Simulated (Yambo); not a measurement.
Yambo run on CdF2 (fluorite, space group Fm-3m, No. 225). The wavefunctions are PBEsol (pw.x of Quantum ESPRESSO, ONCV potentials, with spin-orbit coupling) ones on a 4×4×4 mesh (34 occupied bands); a = b = c = 3.819 Å, α = β = γ = 60.00°.

Yambo input:

```
rim_cut
gw0
dyson
el_el_corr
HF_and_locXC
ppa
em1d
RandQpts= 1000000
RandGvec= 1 Ry
EXXRLvcs= 102 Ry
VXCRLvcs= 408 Ry
Chimod= "HARTREE"
% BndsRnXp
 9 | 164 |
%
NGsBlkXp= 8 Ry
% LongDrXp
 1.0 | 1.0 | 1.0 |
%
PPAPntXp= 15 eV
% GbndRnge
 1 | 164 |
%
GTermKind= "BG"
DysSolver= "n"
ExtendOut
% QPkrange
 1 | 1 | 34 | 35 |
 8 | 8 | 34 | 34 |
%
```

k points by index: 1 = Γ, 8 = W.

The o-*.qp file then holds:

```
#    K-point    Band    Eo [eV]    E [eV]    E-Eo [eV]    Vxc [eV]    Vnlxc [eV]    Sc|Eo [eV]    Sc|E [eV]    dSc/dw|Eo [eV]    Re(Z)    Im(Z)
#
    1    34    -0.414109    -2.281292    -1.867184    -24.91334    -32.48170    5.201881    5.701183    -7.275869    0.789025    -0.001415
    1    35    2.926963    4.006087    1.079124    -12.65148    -8.084937    -3.304206    -3.487423    -4.619696    0.854867    -0.886456E-3
    8    34    0.000000    -1.591926    -1.591926    -24.09001    -31.52682    5.384177    5.844878    -7.874062    0.775572    -0.001449
```
(The two width columns are left out.) Convergence of these settings isn't established.

Geometry of the Materials Project entry, not relaxed at this level.
